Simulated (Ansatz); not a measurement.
# Data sheet: Ta2InC (DFT)

Ta2InC:
```xyz
8
Lattice="3.1517 0.0000 0.0000 -1.5759 2.7295 0.0000 0.0000 0.0000 14.4374" Properties=species:S:1:pos:R:3 pbc="T T T"
Ta     1.5759     0.9098     8.4187
Ta     0.0000     1.8197     6.0187
Ta     0.0000     1.8197     1.2000
Ta     1.5759     0.9098    13.2374
In     1.5759     0.9098     3.6094
In     0.0000     1.8197    10.8281
C      0.0000     0.0000     7.2187
C      0.0000     0.0000     0.0000
```

Space group P6_3/mmc (No. 194); conventional cell a = 3.152 Å, b = 3.152 Å, c = 14.437 Å, α = 90.00°, β = 90.00°, γ = 120.00°.

Method: r²SCAN in the plane-wave PAW code Ansatz. Structure relaxed to zero pressure with the same functional. Other levels are named where they apply.

Cell and energy:

Volume per atom: 15.53 Å³
Density: 13.07 g/cm³
Formation energy from the elements (no fitted shifts): -0.46 eV/atom

Electronic structure:

- Electronic character: metallic (no gap)
- Density of states at the Fermi level: 0.40 states/eV per atom (mean over ±0.08 eV)
- Gap with spin–orbit coupling: none (metallic)

Mechanics:

* **Bulk modulus (Birch–Murnaghan fit)**: 187 GPa
* **Pressure derivative B′**: 4.6
* **Elastic constants (relaxed ions, GPa)**: C11 = 321, C12 = 95.3, C13 = 136, C33 = 310, C44 = 122
* **Mechanical stability**: stable (all eigenvalues of C positive)
* **Hill bulk and shear moduli**: 187 and 109 GPa
* **Young's modulus**: 274 GPa
* **Poisson's ratio**: 0.26
* **Debye temperature from the elastic constants**: 383 K

Phonons:

- Highest zone-centre frequency: 81.8 meV
- Zone-centre stability: no imaginary mode at Γ

Charges:

- Bader charges: Ta +1.26, In -0.49, C -2.03 e

The first step of the workflow began from a Materials Project structure, measured or hypothetical; the Crystallography Open Database copy checked does not list it. Its standing as an ambient phase is unchecked. The r²SCAN relaxation kept the symmetry of its start. The run is not spin-polarised. As this level gives no gap, shear constants depend on the k-mesh and smearing (Fermi–Dirac, 0.1 eV here). As this level gives no gap, phonon frequencies hold no LO–TO term and depend on the k-mesh and smearing (Fermi–Dirac, 0.1 eV here). The references are the lowest solids computed at this level, not always the standard phases. Spin–orbit coupling is left out wherever it is not named.

Potentials: the later of the program's two PAW sets.
